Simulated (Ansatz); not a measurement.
This SnPb3Se4 structure is the end of a relaxation. The cell was found from a structure generator's guess, not taken from experiment.

All numbers below come from DFT PBE, scalar-relativistic, plane waves, PAW (Ansatz 0.2.0). Cutoff 420 eV, Γ-centred mesh, Gaussian smearing, no spin polarisation.

```
Sn Pb Se
1.0
     4.37117    0.00000    0.00000
     0.00000    4.37117    0.00000
     0.00000    0.00000   12.36338
Sn Pb Se
1 3 4
Direct
  0.50000 0.50000 0.00000
  0.00000 0.00000 0.75126
  0.00000 0.00000 0.24874
  0.50000 0.50000 0.50000
  0.00000 0.00000 0.00000
  0.50000 0.50000 0.24605
  0.00000 0.00000 0.50000
  0.50000 0.50000 0.75395
```

The zero of energy is the elements' standard structures at the same level; no fitted shifts are applied. The references include grey tin.

**Question.** What space group does it have?

**Answer.** P4/mmm (No. 123), with Sn and Pb ordered on rock salt sites. Conventional cell: a = 4.371 Å, c = 12.363 Å. Sn has 6 Se at 3.04–3.09 Å; Pb on a site of symmetry 4mm has 6 Se at 3.08–3.11 Å; Pb on a site of symmetry 4/mmm has 6 Se at 3.09–3.14 Å; Se on a site of symmetry 4/mmm is surrounded by 2 Pb at 3.08 Å and 4 Sn at 3.09 Å; 2 more sites not described.

**Question.** How far does it lie from the elements in energy?

**Answer.** −0.53 eV/atom. It lies below the elements, which doesn't yet make it stable against other compounds or structures.

**Question.** Is it a metal?

**Answer.** It can't be told: by band count a gap of 0.02 eV opens on the 10×10×4 mesh, less than the smearing, so the run treats the cell as a metal.

The last run used a 10×10×4 mesh (in the run's order of axes) for its 8-atom cell and Gaussian smearing of 0.10 eV. Spin–orbit coupling, which can matter for Pb, is left out. The reference form of Se is held partly by dispersion forces, which this level lacks. A later test with randomly moved atoms ended 1 meV/atom lower on a coarse mesh, in Pm at a loose tolerance, which is no clear verdict on its stability.
